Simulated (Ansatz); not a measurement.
Relaxed-ion elastic tensor of BeCo (CsCl type, Pm-3m) in GPa (Voigt order), PBEsol (plane waves, PAW; program Ansatz); density 6.68 g/cm³, 8.45 Å³ per atom.

```
337  150  150  0.0  0.0  0.0
150  337  150  0.0  0.0  0.0
150  150  337  0.0  0.0  0.0
0.0  0.0  0.0  163  0.0  0.0
0.0  0.0  0.0  0.0  163  0.0
0.0  0.0  0.0  0.0  0.0  163
```

Problem. Is the crystal mechanically stable?

Solution. Yes: the smallest eigenvalue of C is 163 GPa.

Problem. Work out the Voigt, Reuss and Hill averages.

Solution. K_V = 212, K_R = 212, K_H = 212; G_V = 135, G_R = 126, G_H = 131 GPa.

Problem. Give Young's modulus, Poisson's ratio, Pugh's ratio and the universal anisotropy index.

Solution. E = 9KG/(3K + G) = 325 GPa; ν = 0.24; K/G = 1.62 (brittle by the Pugh limit of 1.75); A_U = 5G_V/G_R + K_V/K_R − 6 = 0.38.

Problem. Estimate the sound speeds and the Debye temperature.

Solution. v_l = √((K + 4G/3)/ρ) = 7600 m/s, v_t = √(G/ρ) = 4420 m/s, mean 4910 m/s; Θ = (h/k)(3n/4πV)^(1/3) v_m = 717 K.

The workflow started from a Materials Project entry (that database holds measured and hypothetical structures alike); the Crystallography Open Database files this formula in space group No. 221, but the cells were not matched. Its standing as an ambient phase is unchecked. Symmetry was held in the PBEsol relaxation; its stability against distortions is not shown here. Magnetic state: ferromagnetic, the only order run, not a proven ground state. The cell computed holds one magnetic atom, so no antiferromagnetic order was within reach. As this level gives no gap, shear constants depend on the k-mesh and smearing (Fermi–Dirac, 0.1 eV here).

Potentials: the later of the program's two PAW sets.
